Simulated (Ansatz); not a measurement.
CoSn (CoSn type, space group P6/mmm)

```
CoSn
1.0
    5.29399     0.00000     0.00000
   -2.64700     4.58473     0.00000
    0.00000     0.00000     4.23543
Co Sn
3 3
Direct
  0.50000   0.00000   0.00000
  0.50000   0.50000   0.00000
  0.00000   0.50000   0.00000
  0.00000   0.00000   0.00000
  0.33333   0.66667   0.50000
  0.66667   0.33333   0.50000
```

In this cell atom 1 (Co, nearest neighbour Sn at 2.612 Å; its periodic images, 4.2 Å or more away, move with it) is moved by s along Cartesian z, unit vector (0.000, 0.000, 1.000); all other atoms and the cell stay fixed.

The numbers are results of PBE (plane waves to 420 eV, PAW, scalar-relativistic; Ansatz, an electronic-structure program), not measurements. k mesh 8×8×9 (Γ-centred), Fermi-Dirac smearing 0.05 eV. E stands for the smeared free energy. With partly filled bands, energies and forces of such displacements shift with the k mesh and the smearing. CoSn is run without spin polarisation. CoSn was relaxed with its symmetry unable to fall. The zero of ΔE is the undisplaced structure.

### Question
Estimate the ΔE (meV/cell) for s (Å) = -0.520, -0.104, 0.104, 0.208, 0.416.

### Answer
| s (Å) | ΔE (meV/cell) |
|---|---|
| -0.520 | 1228 |
| -0.104 | 35 |
| 0.104 | 35 |
| 0.208 | 148 |
| 0.416 | 708 |

(A displaced cell: forces are minus the slopes of the energy, force constants its curvatures, and phonons follow from these.)
